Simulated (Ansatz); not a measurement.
CdO (rock salt)

```
CELL_PARAMETERS angstrom
      0.00000     2.34543     2.34543
      2.34543     0.00000     2.34543
      2.34543     2.34543     0.00000
ATOMIC_POSITIONS crystal
  O  0.00000 0.00000 0.00000
  Cd 0.50000 0.50000 0.50000
```

The slice is a {100} plane (indices of the conventional cell) through the point (0.000, 0.000, 0.000) (fractional), spanned by u = [100] and v = [0 1 -1] in vectors of this cell: u (3.32 Å) and v (3.32 Å, at 90° to u). It covers one period; positions are fractions (u, v).

Method: PBEsol (plane waves to 420 eV, PAW, scalar-relativistic; Ansatz, a program for electronic structure). k mesh 12×12×12. Inside the PAW spheres the values are not all-electron values, and peaks at nuclei hang on which shells count as valence. CdO was relaxed with its symmetry unable to fall. The PAW data are Ansatz's earlier set.

Problem. What is the ELF at the density minimum of the shortest O–Cd line in this plane (2.35 Å)?

Solution. 0.1.

Problem. What is the valence density on the shortest O–Cd line in this plane (2.35 Å), at its minimum between the atoms?

Solution. 0.36 e/Å³.

Problem. Predict the map of the electrostatic potential energy of an electron, from the cell's mean on the slice.

Solution. 
```
v \ u  0.00  0.10   0.20   0.30  0.40  0.50  0.60   0.70   0.80  0.90
-----  ----  ----  -----  -----  ----  ----  ----  -----  -----  ----
0.90      x     x      x    6.5   5.6   4.9   5.6    6.5      x     x
0.75      x     x    4.7  <-1.0     x     x     x  <-1.0    4.7     x
0.60    7.3   5.6  <-1.0      x     x     x     x      x  <-1.0   5.6
0.45    6.9   5.1  <-1.0      x     x     x     x      x  <-1.0   5.1
0.30      x   6.6    3.2      x     x     x     x      x    3.2   6.6
0.15      x     x      x    5.5   3.2   1.7   3.2    5.5      x     x
0.00      x     x      x      x   7.3   6.9   7.3      x      x     x
```

Values: electrostatic potential energy of an electron, from the cell's mean, in eV. Points within 1 Å of a nucleus are blanked (x), as the pseudised field means little there. Values under -1 eV are set to -1. The zero, the cell's mean, hangs on the PAW cores.
